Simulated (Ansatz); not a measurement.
**Kick test of a cell of Ga₃AsN₂**

The structure comes from a generated guess, relaxed at this level; another structure or a mixture of phases may lie lower.

Theory: DFT PBE, scalar-relativistic, plane waves, PAW in Ansatz 0.2.0. Cutoff 420 eV; k points 12×12×4 on the computed 6-atom cell (Γ-centred); Gaussian smearing, width 0.10 eV; no spin polarisation.

The cell below (6 atoms, space group P-3m1 (No. 164)) is relaxed within its symmetry.

```
Ga As N
1.0
     3.18445    0.00000    0.00000
    -1.59222    2.75781    0.00000
     0.00000    0.00000    8.85697
Ga As N
3 1 2
Direct
  0.66667 0.33333 0.77365
  0.00000 0.00000 0.50000
  0.33333 0.66667 0.22635
  0.00000 0.00000 0.00000
  0.33333 0.66667 0.64370
  0.66667 0.33333 0.35630
```

For the test a repeat of it with 12 atoms (edges 3.18, 3.18, 17.71 Å) was strained at random (σ = 1.5 % a component), the atoms were moved at random (σ = 0.05 Å), and all was relaxed again on a coarse 6×6×2 mesh (in the run’s order of axes) with 0.20 eV smearing, with no symmetry imposed.

Problem. Is the structure stable against such a distortion?

Solution. It returns, within 1 meV/atom of the unmoved cell on that mesh and with the same symmetry when read at 0.1 Å (Cm at 0.01 Å, so small strains and shifts remain). So it is stable against the distortions that fit this cell and that this random move excites. Modes that don't fit the cell aren't tested. Another cell of Ga3AsN2 relaxed alike, in P3m1, lies 0.31 eV/atom lower, so this cell isn't the stable form at this level.
